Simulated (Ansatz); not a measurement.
Cell and atoms are relaxed with the symmetry kept. Start:

```cif
data_structure
_symmetry_space_group_name_H-M 'P 1'
_symmetry_Int_Tables_number 1
_cell_length_a 2.7528
_cell_length_b 2.7528
_cell_length_c 2.7528
_cell_angle_alpha 60.000
_cell_angle_beta 60.000
_cell_angle_gamma 60.000
_cell_volume 14.75
loop_
_atom_site_label
_atom_site_type_symbol
_atom_site_fract_x
_atom_site_fract_y
_atom_site_fract_z
_atom_site_occupancy
Pd1 Pd 0.00000 0.00000 0.00000 1
```

All numbers below come from DFT PBE, scalar-relativistic, plane waves, PAW in Ansatz.

Settings: cutoff 420 eV, Γ-centred mesh 18×18×18 on the computed 1-atom cell, Gaussian smearing of 0.10 eV; no spin polarisation.

Question: What does it relax to?

Answer: The volume rises by 0.57 Å³/atom to 15.32 Å³/atom, and the energy falls by 11.9 meV/atom. Final structure:
```
Pd
1.0
     0.00000    1.97119    1.97119
     1.97119    0.00000    1.97119
     1.97119    1.97119    0.00000
Pd
1
Direct
  0.00000 0.00000 0.00000
```

Course of the relaxation (steps run on the plane waves of an earlier cell, and the basis is chosen afresh near the end, so energy and pressure can step there; trial steps that raised the energy were taken back; energies are free energies):

| step | E − E_final (meV/atom) | P (GPa) | V (Å³/atom) |
| --- | --- | --- | --- |
| 1 | 11.9 | 7.04 | 14.75 |
| 2 | 5.0 | -3.83 | 15.70 |
| 3 | 0.2 | -0.34 | 15.35 |
| 4 | 0.2 | -0.01 | 15.32 |
| 5 | 0.0 | -0.03 | 15.32 |